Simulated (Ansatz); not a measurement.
## Sc: one input, then a changed one

Structure from Materials Project entry mp-1064244 (possibly hypothetical), not relaxed further.

First run: DFT, r2SCAN, PAW with Ansatz's default frozen-core files, scalar-relativistic (Ansatz 0.2.0).

Command: `ansatz run input.yaml --threads 1 --pin off --max-ram 4096MiB --backend cpu --events-out ev --progress --plain --runs-dir out` The run took about 73 s on 1 thread of a shared machine.

```yaml
crystal:
  lattice:
    - [5.422676, 0.0, 0.0]
    - [0.0, 5.422676, 0.0]
    - [0.0, 0.0, 3.435206]
  atoms:
    - { symbol: Sc, position: [0.5, 0.5, 0.0] }
    - { symbol: Sc, position: [0.0, 0.0, 0.0] }
    - { symbol: Sc, position: [0.5, 0.0, 0.532664] }
    - { symbol: Sc, position: [0.0, 0.5, 0.467336] }
kpoints:
  mp_grid: { grid: [7, 7, 11] }
  band_path:
    path:
      - [0.0, 0.0, 0.0]
      - [0.0, 0.5, 0.0]
      - [0.5, 0.5, 0.0]
      - [0.0, 0.0, 0.0]
      - [0.0, 0.0, 0.5]
      - [0.0, 0.5, 0.5]
      - [0.5, 0.5, 0.5]
      - [0.0, 0.0, 0.5]
      - [0.0, 0.5, 0.0]
    npoints: 14
scf:
  occupations: { method: fermi_dirac, width: 0.03 }
hamiltonian:
  xc: r2scan
  pseudopotentials: { kind: paw }
output:
  forces: true
  stress: true
  eigenvalues: true
  efg: { contact_densities: true }
  populations: true
  bader: true
  dos: { projected: true, de: 0.2, e_range: [-14, 8] }
  write_density: true
  write_potential: true
  elf: true
  volumetric_format: npy
```

Result: converged; pressure -0.47 GPa; largest force 0.162 eV/Å; no gap on the k mesh; 8 SCF iterations.

The input is then changed:

```diff
@@ -26,5 +26,5 @@
   occupations: { method: fermi_dirac, width: 0.03 }
 hamiltonian:
-  xc: r2scan
+  xc: pbesol
   pseudopotentials: { kind: paw }
 output:
@@ -34,9 +34,4 @@
   efg: { contact_densities: true }
   populations: true
-  bader: true
-  dos: { projected: true, de: 0.2, e_range: [-14, 8] }
-  write_density: true
-  write_potential: true
-  elf: true
-  volumetric_format: npy
+accuracy: low
```

Problem. Predict the outcome of the changed run.

Solution. It converged; pressure -3.01 GPa; largest force 0.195 eV/Å; no gap on the k mesh; 6 SCF iterations. Some of these settings are too coarse for converged properties.

The results part of its log:

```
SCF 1 converged in 6 iterations: F = -8444.957527 eV  dr2 = 1.41e-8
  greatest PAW one-centre occupation: 0.998 electrons in one spin orbital (limit 2), on the Sc atom at site 1 (counted from 0), in its partial waves of l = 0
NSCF: frozen V_eff on 113 k-points
SCF converged after 6 iterations
Free energy (F): -8444.957527 eV
Harris-Foulkes:  -8444.957527 eV  (|F-HF|=8.00e-9)
Internal energy: -8444.926325 eV  (E = F + TS)
E sigma→0 (E₀):  -8444.941926 eV
Entropy (-TS):   -0.031201 eV (-7.800 meV/atom)
Fermi energy:    8.976981 eV
--- Per-component energies (eV) ---
  E_band       = -690.361223
  E_kinetic    = 1037.816678
  E_local      = -3414.986651  (includes V_loc(G=0)·N_el)
  E_nonlocal   = 336.912824
  E_hartree    = 1161.856216
  E_xc         = -410.730518
  E_vxc        = -510.661225  (∫ρ·V_xc dr)
  E_paw        = -3727.783601  (= ΣΔE_a)
  E_vpaw       = -463.153601  (= ΣTr[D̂ρ^β])
  E_aug_tail   = 0.000040  (compensation charges beyond the density's cutoff)
  E_ewald      = -3428.527413
  E_core_change = 0.516100  (= ΣΔE_core)
  E_smearing   = -0.031201  (= −TS)
  E_closure    = 0.000000  (closes the sum)
  Σ components = -8444.957527   (vs F -8444.957527, Δ=0.00e0)
--- Forces (eV/Å), atoms counted from 1 ---
  atom   1  Sc     0.00000000     0.00000000    -0.00000000
  atom   2  Sc    -0.00000000     0.00000000     0.00000000
  atom   3  Sc     0.00000000     0.00000000    -0.19456568
  atom   4  Sc    -0.00000000     0.00000000     0.19456568
  max |Σ_I F_I| component: 2.78e-17 eV/Å
--- Stress (GPa, compression-positive) ---
       -3.121903      -0.000000       0.000000
       -0.000000      -3.121903       0.000000
        0.000000       0.000000      -2.774920
  P = ⅓ Tr σ = -3.0062 GPa (-30.062 kbar)
--- PAW observables at the nuclei: V_zz in 10²¹ V/m², potentials from the cell's mean, atoms counted from 1 ---
  atom   1  Sc V_zz =    +0.760124   η = 0.0000   by run symmetry: allowed
            electrostatic potential = -2367.753099 V   contact ρ = 48432.221741 e/Å³
  atom   2  Sc V_zz =    +0.760124   η = 0.0000   by run symmetry: allowed
            electrostatic potential = -2367.753099 V   contact ρ = 48432.221741 e/Å³
  atom   3  Sc V_zz =    +0.719863   η = 0.0000   by run symmetry: allowed
            electrostatic potential = -2367.752851 V   contact ρ = 48432.128664 e/Å³
  atom   4  Sc V_zz =    +0.719863   η = 0.0000   by run symmetry: allowed
            electrostatic potential = -2367.752851 V   contact ρ = 48432.128664 e/Å³
--- Band table (eV; the first three rows and the last of 60) ---
  k-point 0: bands = ["-40.4438", "-40.3926", "-40.3856", "-40.3439", "-19.3322", "-19.3322", "-19.2409", "-19.2409", "-19.1297", "-19.0294", "-19.0187", "-18.9567", "-18.9567", "-18.9407", "-18.9407", "-18.9294", "3.8018", "7.1497", "7.1500", "7.7106", "7.9580", "9.0540", "9.0540", "9.8567", "9.8567", "9.9598", "10.6842"]
  k-point 1: bands = ["-40.4410", "-40.3918", "-40.3848", "-40.3450", "-19.3237", "-19.3237", "-19.2346", "-19.2346", "-19.1361", "-19.0398", "-19.0291", "-18.9613", "-18.9613", "-18.9471", "-18.9471", "-18.9442", "3.9278", "7.2690", "7.2697", "7.7850", "8.0176", "8.9948", "8.9948", "9.7689", "9.7689", "10.0113", "10.6291"]
  k-point 2: bands = ["-40.4332", "-40.3895", "-40.3826", "-40.3482", "-19.2992", "-19.2992", "-19.2166", "-19.2166", "-19.1525", "-19.0676", "-19.0569", "-18.9848", "-18.9755", "-18.9755", "-18.9658", "-18.9658", "4.2965", "7.6045", "7.6068", "8.0053", "8.1451", "8.8547", "8.8547", "9.5380", "9.5380", "10.1631", "10.4908"]
  k-point 59: bands = ["-40.3858", "-40.3845", "-40.3776", "-40.3765", "-19.3130", "-19.3096", "-19.3059", "-19.3017", "-19.0957", "-19.0868", "-19.0842", "-19.0742", "-18.9773", "-18.9727", "-18.9699", "-18.9653", "7.1783", "7.3256", "7.3322", "7.3711", "8.9817", "8.9999", "9.0585", "9.0896", "9.5059", "9.5318", "9.5898"]
--- Löwdin populations: 4 sites ---
  site symbol       q [e]
     0     Sc     10.8451
     1     Sc     10.8451
     2     Sc     10.8493
     3     Sc     10.8493
  spilling = 0.013888 (of n_electrons = 44.000000)
```
